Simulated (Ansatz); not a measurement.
TeW:
```cif
data_Te6W6
_chemical_formula_sum 'W6 Te6'
_space_group_name_H-M_alt 'P 1'
_space_group_IT_number 1
_cell_length_a 8.90277
_cell_length_b 8.90277
_cell_length_c 4.51816
_cell_angle_alpha 90.000
_cell_angle_beta 90.000
_cell_angle_gamma 120.000
loop_
_space_group_symop_operation_xyz
  'x, y, z'
loop_
_atom_site_label
_atom_site_type_symbol
_atom_site_fract_x
_atom_site_fract_y
_atom_site_fract_z
_atom_site_occupancy
W1 W 0.19550 0.05460 0.25000 1
Te1 Te 0.29754 0.41330 0.25000 1
W2 W 0.94540 0.14090 0.25000 1
Te2 Te 0.58670 0.88424 0.25000 1
W3 W 0.85910 0.80450 0.25000 1
Te3 Te 0.11576 0.70246 0.25000 1
W4 W 0.80450 0.94540 0.75000 1
Te4 Te 0.70246 0.58670 0.75000 1
W5 W 0.05460 0.85910 0.75000 1
Te5 Te 0.41330 0.11576 0.75000 1
W6 W 0.14090 0.19550 0.75000 1
Te6 Te 0.88424 0.29754 0.75000 1
```

Relaxed with PBE+D3(BJ).

### Question
Which orbitals make up the states near the Fermi level in PBE+D3(BJ) in the plane-wave PAW code Ansatz?

### Answer
Within 0.5 eV of the Fermi level: W 5d 50 %, Te 5p 47 %. Projections are on Löwdin-orthogonalised atomic valence shells; empty p or d shells of many metals are not among them.

### Question
Tabulate the density of states.

### Answer
States/eV per cell of 12 atoms, in 0.25 eV bins, energy from the Fermi level.

| E (eV) | total | W 5d | Te 5p | W 6s |
|---|---|---|---|---|
| -7.85 | 0.00 | 0.00 | 0.00 | 0.00 |
| -7.60 | 0.00 | 0.00 | 0.00 | 0.00 |
| -7.35 | 0.00 | 0.00 | 0.00 | 0.00 |
| -7.10 | 0.00 | 0.00 | 0.00 | 0.00 |
| -6.85 | 0.00 | 0.00 | 0.00 | 0.00 |
| -6.60 | 0.04 | 0.00 | 0.02 | 0.01 |
| -6.35 | 0.64 | 0.04 | 0.24 | 0.19 |
| -6.10 | 1.69 | 0.15 | 0.56 | 0.55 |
| -5.85 | 4.16 | 0.63 | 1.09 | 1.53 |
| -5.60 | 3.63 | 1.04 | 1.29 | 1.06 |
| -5.35 | 8.98 | 3.03 | 3.55 | 1.82 |
| -5.10 | 11.78 | 4.11 | 4.99 | 1.94 |
| -4.85 | 7.25 | 2.57 | 3.22 | 0.97 |
| -4.60 | 7.78 | 3.78 | 2.98 | 0.60 |
| -4.35 | 8.35 | 4.02 | 3.28 | 0.54 |
| -4.10 | 9.83 | 5.06 | 3.65 | 0.59 |
| -3.85 | 7.85 | 3.66 | 3.47 | 0.35 |
| -3.60 | 8.66 | 3.75 | 4.24 | 0.23 |
| -3.35 | 11.41 | 4.68 | 5.95 | 0.27 |
| -3.10 | 12.16 | 5.14 | 6.26 | 0.19 |
| -2.85 | 9.14 | 3.30 | 5.13 | 0.20 |
| -2.60 | 9.01 | 3.42 | 5.00 | 0.13 |
| -2.35 | 9.40 | 5.28 | 3.66 | 0.11 |
| -2.10 | 11.54 | 6.14 | 4.88 | 0.10 |
| -1.85 | 14.86 | 7.66 | 6.48 | 0.19 |
| -1.60 | 13.90 | 8.93 | 4.31 | 0.18 |
| -1.35 | 13.08 | 8.87 | 3.61 | 0.14 |
| -1.10 | 16.89 | 9.54 | 6.48 | 0.22 |
| -0.85 | 16.20 | 9.04 | 6.44 | 0.16 |
| -0.60 | 10.26 | 6.76 | 2.96 | 0.08 |
| -0.35 | 7.39 | 3.63 | 3.46 | 0.04 |
| -0.10 | 4.70 | 2.36 | 2.18 | 0.02 |
| 0.15 | 5.10 | 2.40 | 2.55 | 0.03 |
| 0.40 | 0.82 | 0.50 | 0.30 | 0.00 |
| 0.65 | 0.68 | 0.47 | 0.19 | 0.00 |
| 0.90 | 0.71 | 0.53 | 0.15 | 0.00 |
| 1.15 | 4.80 | 3.65 | 0.74 | 0.11 |
| 1.40 | 5.49 | 4.32 | 0.50 | 0.19 |
| 1.65 | 8.33 | 6.57 | 0.65 | 0.34 |
| 1.90 | 10.44 | 8.12 | 0.98 | 0.43 |
| 2.15 | 17.18 | 13.53 | 1.97 | 0.39 |
| 2.40 | 10.40 | 7.53 | 1.71 | 0.28 |
| 2.65 | 9.35 | 5.83 | 1.79 | 0.64 |
| 2.90 | 15.03 | 9.33 | 3.08 | 0.86 |
| 3.15 | 13.80 | 8.64 | 3.20 | 0.50 |
| 3.40 | 6.81 | 3.65 | 1.79 | 0.40 |
| 3.65 | 6.22 | 3.18 | 1.83 | 0.27 |
| 3.90 | 12.70 | 7.47 | 3.03 | 0.53 |
| 4.15 | 10.57 | 5.63 | 2.87 | 0.61 |
| 4.40 | 8.90 | 3.99 | 2.07 | 1.06 |
| 4.65 | 9.62 | 3.25 | 2.24 | 1.67 |

Space group P6_3/m. The start of the workflow was typed in or built on a structure type; neither database checked (COD, Materials Project) lists it. Its standing as an ambient phase is unchecked. The PBE+D3(BJ) relaxation kept the symmetry of its start; its stability against distortions is not shown here. No spin polarisation was allowed. Spin–orbit coupling is left out wherever it is not named.

Potentials: the earlier of the program's two PAW sets.
